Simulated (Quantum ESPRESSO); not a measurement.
# Mg3AlF7O: a curve over strain

A calculation, not a measurement. The program is pw.x of Quantum ESPRESSO 7.5 (plane-wave density functional theory). The cell is made up: 12 atoms on a rutile lattice, with randomly drawn elements, strain and displacements, not relaxed. PseudoDojo standard norm-conserving files (v0.5 for PBE, v0.4.1 for LDA and PBEsol) set the functional; there is no spin polarisation, spin-orbit coupling or dispersion term, and the masses in the input are unused placeholders.

Seven runs add a strain to one cell (the same linear strain along x, y and z); the atoms follow the cell and are not relaxed. Stress in the table is positive in tension.

Input of the run at +0.0055:

```
&control calculation='scf', pseudo_dir='./dojo.nc.sr.pbe.v0_5.standard.upf', outdir='./o', disk_io='low', tprnfor=.true., tstress=.true. /
&system ibrav=0, nat=12, ntyp=4, nbnd=50, ecutwfc=84.00895049, nosym=.true., tot_charge=0,
 occupations='smearing', smearing='fd', degauss=0.0018374661
/
&electrons conv_thr=7.350e-09, electron_maxstep=60, /
ATOMIC_SPECIES
Al 1.0 Al.upf
F 1.0 F.upf
Mg 1.0 Mg.upf
O 1.0 O.upf
CELL_PARAMETERS angstrom
4.703 0.0 0.0
0.0 4.703 0.0
0.0 0.0 6.1972
ATOMIC_POSITIONS angstrom
Mg -0.0571 -0.0031 0.0599
Mg 2.4429 2.4119 1.5112
Al -0.0042 -0.0257 3.1771
Mg 2.2963 2.4133 4.5785
F 1.4492 1.5366 -0.0363
F 3.1194 3.3127 0.0234
F 3.8301 0.9187 1.5649
F 0.8865 3.7711 1.5934
F 1.388 1.3305 3.0981
O 3.2649 3.1648 3.1199
F 3.783 0.898 4.6745
F 0.8676 3.7596 4.7392
K_POINTS automatic
5 5 4 1 1 1
```

```
added strain  free energy less that of the input shown (eV)  stress xx (GPa)  stress yy (GPa)  stress zz (GPa)  stress xy (GPa)  pressure (GPa)  next band up at Gamma (eV)  iterations
     -0.0230                                        -0.0109            -3.32            -3.20            -8.30             5.09            4.94                       3.620          10
     -0.0202                                        -0.0411            -2.32            -2.20            -6.96             5.08            3.83                       3.549          10
     -0.0080                                        -0.0887             1.62             1.74            -1.68             5.02           -0.56                       3.250          10
     +0.0055                                         0.0000             5.25             5.37             3.23             4.94           -4.62                       2.937          10
     +0.0146                                         0.1356             7.33             7.44             6.05             4.88           -6.94                       2.734          11
     +0.0186                                         0.2126             8.15             8.26             7.18             4.85           -7.86                       2.648          11
     +0.0220                                         0.2860             8.82             8.92             8.09             4.82           -8.61                       2.576          11
```

A cubic fit gives a slope of stress xx against the added strain of 264 GPa at zero added strain, with the atoms clamped. Across the table the free energy follows the integral of the stress to within 4.3 meV. A rerun of one of the cells at 1437 eV and a 7 x 7 x 6 mesh moved values by no more than 0.005 eV in energy, 0.03 GPa in stress and 0.003 eV/Å in force. The band column is the level of band 45 at Gamma less that of band 44, whose number is half the electron count, rounded up; it comes from a band step after each run.